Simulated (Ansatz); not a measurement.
A scan (energy over volume and axial ratio; atoms clamped) gave these values. Computed with PBE-D3(BJ) (plane waves to 420 eV, PAW, scalar-relativistic; Ansatz, a first-principles code).

The modulus against c/a change at fixed volume, (3/4V)·∂²E/∂(ln c/a)² (fit, atoms clamped) is 191 GPa.

Problem. Of these crystals, all scanned alike, which one is it?
A) TaS₂ (CdI2 type)
B) SnSe₂ (CdI2 type)
C) BN (h-BN type, space group P6_3/mmc)

Solution. C, BN (h-BN type, space group P6_3/mmc). The others have, for the modulus against c/a change at fixed volume, (3/4V)·∂²E/∂(ln c/a)²: TaS2 62 GPa, SnSe2 30 GPa

All were relaxed with their symmetry unable to fall. Spin-orbit coupling is left out. TaS2 is run without spin polarisation.

(Under strain, the slope of the energy per volume gives the stress and its curvature an elastic modulus.)
